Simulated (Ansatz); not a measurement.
All numbers below come from DFT PBE, scalar-relativistic, plane waves, PAW in Ansatz 0.2.0. Settings: cutoff 420 eV, Γ-centred meshes spaced at most about 0.3 Å⁻¹, and about 0.25 Å⁻¹ or finer for metals (2π included), Gaussian smearing. No spin polarisation in the final relaxations.

Temperature and zero-point effects are left out. All come from trial cells, and lower structures may exist.

Question: Order these relaxed structures of Sc4InSb by energy, lowest first, with the energy over the lowest of them.
A.

```xyz
6
Lattice="0.0000 4.1730 4.1730 4.1730 0.0000 4.1730 4.1730 4.1730 0.0000" Properties=species:S:1:pos:R:3 pbc="T T T"
Sc    3.1284    3.1284    3.1284
Sc    3.1284    5.2176    5.2176
Sc    5.2176    5.2176    3.1284
Sc    5.2176    3.1284    5.2176
In    0.0000    0.0000    0.0000
Sb    6.2595    6.2595    6.2595
```

B.

```xyz
6
Lattice="4.8457 0.0000 0.0000 0.0000 4.8457 0.0000 0.0000 0.0000 6.8040" Properties=species:S:1:pos:R:3 pbc="T T T"
Sc    2.4228    0.0000    1.7241
Sc    2.4228    0.0000    5.0799
Sc    0.0000    2.4228    5.0799
Sc    0.0000    2.4228    1.7241
In    0.0000    0.0000    3.4020
Sb    2.4228    2.4228    0.0000
```

Answer: B (0 meV/atom), A (260 meV/atom). Forms: B P4/mmm; A F-43m. Counting In or Sc atoms around Sb (for each partner element, those within 1.25 times its shortest distance or 1.15 times the sum of covalent radii, where it is the nearest in units of that sum or under 1.3; a plus sign parts groups by distance over the sum of covalent radii): B has Sb 8; A has Sb 12+4.

These runs have no spin–orbit coupling, which can matter for Sb. A magnetic state wasn't ruled out in cells without spin, among them P4/mmm. Cells relaxed within their symmetry can be saddle points. Some structure types and database cells were kept out of the candidates from the start, so a known form may be missing.
